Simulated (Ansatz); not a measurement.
## C (Im-3m), an elastic constant from a strain scan

Method: DFT r2SCAN, scalar-relativistic, plane waves, PAW (Ansatz). The runs took a 500 eV cutoff, a Γ-centred 8×8×8 mesh and Gaussian smearing (0.05 eV). No spin polarisation. Energies are free energies at this smearing, counted from the undisturbed cell; pressure is positive in compression.

Zero of the scan (relaxed at this level; this bcc form isn't the usual structure):

```
CELL_PARAMETERS angstrom
-2.42911 2.42911 2.42911
2.42911 -2.42911 2.42911
2.42911 2.42911 -2.42911
ATOMIC_POSITIONS crystal
C 0.32546 0.00000 0.00000
C 0.67454 0.67454 0.67454
C 0.00000 0.32546 0.00000
C 0.00000 0.00000 0.32546
C 0.00000 0.67454 0.00000
C 0.32546 0.32546 0.32546
C 0.67454 0.00000 0.00000
C 0.00000 0.00000 0.67454
```

The cell is strained by ε times the Voigt pattern (0, 0, 0, 1, 0, 0) (xx, yy, zz, yz, xz, xy; engineering shear) with fractional coordinates fixed. The cell holds 8 atoms in V0 = 57.33 Å³. The stress column is τ = (1/V0) dE/dε, got from the stress tensor σ (compression positive) at each point as −det(1 + εP) σ : P(1 + εP)⁻¹, with P the pattern as a tensor.

| ε | ΔE (meV/atom) | τ (GPa) |
| --- | --- | --- |
| -0.0350 | 8.303 | -10.603 |
| -0.0300 | 6.101 | -9.091 |
| -0.0250 | 4.238 | -7.577 |
| -0.0200 | 2.713 | -6.063 |
| -0.0150 | 1.526 | -4.548 |
| -0.0100 | 0.678 | -3.032 |
| -0.0050 | 0.169 | -1.516 |
| 0.0000 | 0.000 | 0.000 |
| 0.0050 | 0.169 | 1.516 |
| 0.0100 | 0.678 | 3.032 |
| 0.0150 | 1.526 | 4.548 |
| 0.0200 | 2.713 | 6.063 |
| 0.0250 | 4.238 | 7.577 |
| 0.0300 | 6.101 | 9.091 |
| 0.0350 | 8.303 | 10.603 |
| 0.0400 | ? | ? |

Q: Which combination of elastic constants does this scan measure, and how large is it?

A: For small ε, τ = τ0 + Kε with K = pᵀCp, which for this pattern is C44 in the cubic axes. The parabola through τ at ε = -0.0050, 0 and 0.0050 has slope K = 303 GPa at zero. The energies per cell, E = NΔE, of the same two points give K = 2[E(ε₊)/ε₊ − E(ε₋)/ε₋]/[(ε₊ − ε₋)V0] = 302 GPa, in agreement. These are clamped-ion values.

Q: Predict the withheld row at ε = 0.0400 from the harmonic law, and compare.

A: ΔE = V0(τ0 ε + Kε²/2)/N = 10.852 meV/atom and τ = 12.13 GPa. The calculation gives 10.844 meV/atom and 12.11 GPa, a miss of 0.01 meV/atom at most, so the harmonic law still holds here.

Forces appear on the atoms along this scan, and letting them relax would lower the energy and soften the response.